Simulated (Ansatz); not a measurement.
This Al3B2N5 structure is the end of a relaxation. The cell was found from a structure generator's guess, not taken from experiment.

Computed with DFT PBE, scalar-relativistic, plane waves, PAW in Ansatz. Cutoff 420 eV, Γ-centred mesh, Gaussian smearing, no spin polarisation.

```
Al B N
1.0
    -1.43037    1.43037    9.14426
     1.43037   -1.43037    9.14426
     1.43037    1.43037   -9.14426
Al B N
3 2 5
Direct
  0.88789 0.88789 0.00000
  0.50000 0.50000 0.00000
  0.11211 0.11211 0.00000
  0.70683 0.70683 0.00000
  0.29317 0.29317 0.00000
  0.00000 0.00000 0.00000
  0.61318 0.61318 0.00000
  0.21184 0.21184 0.00000
  0.78816 0.78816 0.00000
  0.38682 0.38682 0.00000
```

The zero of energy is the elements' standard structures at the same level (N₂ as a molecule); no fitted shifts are applied.

Q: What space group does it have?

A: I4/mmm (No. 139), with Al and B ordered on rock salt sites. Conventional cell: a = 2.861 Å, c = 18.289 Å. Al on a site of symmetry 4mm has 1 N at 1.82 Å and 5 N at 2.02–2.05 Å; Al on a site of symmetry 4/mmm has 6 N at 2.02–2.07 Å; B has 1 N at 1.49 Å and 1 N at 1.71 Å; N on a site of symmetry 4/mmm is surrounded by 6 Al at 2.02–2.05 Å; 2 more sites not described.

Q: What is its formation energy per atom?

A: −0.414 eV/atom.

Q: Is it a metal?

A: No, the gap on the 14×14×14 mesh is 2.00 eV.

The last run used a 14×14×14 mesh for its 10-atom cell and Gaussian smearing of 0.02 eV. Kohn–Sham gaps at this level usually fall short of measured ones. Symmetry constrained the relaxation, so the result can be a saddle point. Another cell of Al3B2N5 relaxed alike, in Cm, lies 0.48 eV/atom lower, so this cell isn't the stable form at this level.
